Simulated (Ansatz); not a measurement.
# Ansatz 0.2.0, settings compared: LuSnRh$_{4}$

The command:

```bash
ansatz run input.yaml --threads 1 --pin off --max-ram 2560MiB --backend cpu --events-out ev --progress --plain --runs-dir out
```

Input:

```yaml
crystal:
  lattice:
    - [0.0, 3.579419, 3.579419]
    - [3.579419, 0.0, 3.579419]
    - [3.579419, 3.579419, 0.0]
  atoms:
    - { symbol: Lu, position: [0.0, 0.0, 0.0] }
    - { symbol: Sn, position: [0.25, 0.25, 0.25] }
    - { symbol: Rh, position: [0.623, 0.623, 0.623] }
    - { symbol: Rh, position: [0.131, 0.623, 0.623] }
    - { symbol: Rh, position: [0.623, 0.623, 0.131] }
    - { symbol: Rh, position: [0.623, 0.131, 0.623] }
  symmetry: { tolerance: 0.0003 }
kpoints:
  mp_grid: { grid: [4, 4, 4], shift: [0, 0, 0] }
magnetization:
  spin_polarized: false
scf:
  occupations: { method: fermi_dirac, width: 0.0231 }
hamiltonian:
  pseudopotentials: { kind: paw }
  xc: r2scan
basis:
  ecutwfc: 500
output:
  forces: true
  stress: true
  eigenvalues: true
```

Origin of the cell: a known structure type with other elements, at an estimated volume, so it need not be a known compound.

Output of this run (shortened):

```
SCF iter   1: F=—  HF=-46445.562018 eV  Δρ=1.25e-2  dr2=6.63e-2  dr2_τ=9.07e-2  defer=1
SCF iter   2: F=—  HF=-46445.653776 eV  Δρ=8.62e-3  dr2=4.58e-2  dr2_τ=4.99e-3  defer=23
SCF iter   3: F=—  HF=-46445.630151 eV  Δρ=5.75e-3  dr2=1.45e-2  dr2_τ=1.24e-3  defer=23
SCF iter   4: F=—  HF=-46445.630185 eV  Δρ=1.41e-3  dr2=1.85e-3  dr2_τ=1.65e-4  defer=23
SCF iter   5: F=—  HF=-46445.630066 eV  Δρ=9.45e-4  dr2=1.21e-3  dr2_τ=1.03e-4  defer=23
SCF iter   6: F=—  HF=-46445.629919 eV  Δρ=3.16e-4  dr2=1.42e-4  dr2_τ=1.69e-6  defer=23
SCF iter   7: F=—  HF=-46445.629903 eV  Δρ=1.05e-4  dr2=1.68e-5  dr2_τ=3.77e-7  defer=23
SCF iter   8: F=—  HF=-46445.629900 eV  Δρ=1.59e-5  dr2=2.75e-7  dr2_τ=1.69e-8  defer=23
SCF iter   9: F=—  HF=-46445.629900 eV  Δρ=2.10e-5  dr2=6.16e-7  dr2_τ=2.61e-8
SCF iter  10: F=-46445.629900 eV  HF=-46445.629900 eV  Δρ=1.70e-6  dr2=1.61e-9  dr2_τ=3.37e-10
SCF 1 converged in 10 iterations: F = -46445.629900 eV  dr2 = 1.61e-9
SCF converged after 10 iterations
Free energy (F): -46445.629900 eV
Harris-Foulkes:  -46445.629900 eV  (|F-HF|=1.44e-9)
Internal energy: -46445.613511 eV  (E = F + TS)
E sigma→0 (E₀):  -46445.621705 eV
Entropy (-TS):   -0.016389 eV (-2.732 meV/atom)
Fermi energy:    21.310502 eV
--- Per-component energies (eV) ---
  E_band       = -216.631402
  E_kinetic    = 2927.443662
  E_local      = -13048.075748  (includes V_loc(G=0)·N_el)
  E_nonlocal   = 1965.728119
  E_hartree    = 5305.112797
  E_xc         = -1464.993623
  E_vxc        = -1667.194559  (∫ρ·V_xc dr)
  E_paw        = -25968.167796  (= ΣΔE_a)
  E_vpaw       = -1113.731099  (= ΣTr[D̂ρ^β])
  E_aug_tail   = 0.002677  (compensation charges beyond the density's cutoff)
  E_vtau       = 108.967996  (kinetic-family band-sum trace: ∫τ·v_τ [+ j·A + Jᵃ·Aᵃ] dr)
  E_ewald      = -16162.596605
  E_core_change = -0.066995  (= ΣΔE_core)
  E_smearing   = -0.016389  (= −TS)
  Σ components = -46445.629900   (vs F -46445.629900, Δ=0.00e0)
--- Forces (eV/Å), atoms counted from 1 ---
  atom   1  Lu     0.000000     0.000000    -0.000000
  atom   2  Sn    -0.000000     0.000000    -0.000000
  atom   3  Rh     0.415557     0.415557     0.415557
  atom   4  Rh     0.415557    -0.415557    -0.415557
  atom   5  Rh    -0.415557    -0.415557     0.415557
  atom   6  Rh    -0.415557     0.415557    -0.415557
  max |Σ_I F_I| component: 1.67e-16 eV/Å
--- Stress (GPa, compression-positive) ---
       20.193279      -0.000000       0.000000
       -0.000000      20.193279      -0.000000
        0.000000      -0.000000      20.193279
  P = ⅓ Tr σ = 20.1933 GPa (201.933 kbar)
```

The same input was run again with these changes:

1. `scf.n_extra_bands` default → 2; `kpoints.mp_grid.grid` [4, 4, 4] → [1, 1, 1]
2. `hamiltonian.hubbard` default → { sites: [{ species: Rh, l: d, u_eff: 5.0 }], double_counting: amf }; `kpoints.mp_grid.grid` [4, 4, 4] → [3, 3, 3]
3. `kpoints.mp_grid.grid` [4, 4, 4] → [2, 2, 2]; `kpoints.mp_grid.shift` [0, 0, 0] → [0.5, 0.5, 0.5]
4. `crystal.symmetry` { tolerance: 0.0003 } → { detect: false }; `hamiltonian.hubbard` default → { sites: [{ species: Rh, l: d, u_eff: 4.0 }], double_counting: fll }

| run | end | SCF iterations | P (GPa) | max force component (eV/Å) | moment (μB) | ΔE(σ→0) (meV/atom) |
| --- | --- | --- | --- | --- | --- | --- |
| base | converged | 10 | 20.19 | 0.416 | – | 0 |
| 1 | converged | 10 | 34.23 | 0.005 | – | 1867.02 |
| 2 | converged | 36 | 21.43 | 0.313 | – | – |
| 3 | converged | 10 | 20.04 | 0.420 | – | -4.08 |
| 4 | converged | 12 | 19.95 | 0.362 | – | – |

Energies are compared only where functional, datasets, charge and starting cell are the same.

Not properties of the system: run 1 (too coarse or loose: `scf.n_extra_bands` = 2, `kpoints.mp_grid.grid` = [1, 1, 1]), run 2 (too coarse or loose: `kpoints.mp_grid.grid` = [3, 3, 3]), run 3 (too coarse or loose: `kpoints.mp_grid.grid` = [2, 2, 2]).

Caveats of the base run: no moments, though an odd count or open d shells may carry them; no spin-orbit coupling, though heavy elements are present; the k mesh is coarse if the cell is a metal.

Run 3: the k mesh keeps only part of the crystal's symmetry.

Time of the base run: 13 s of wall time on 1 CPU thread(s) of a shared host, from the program's own first density.
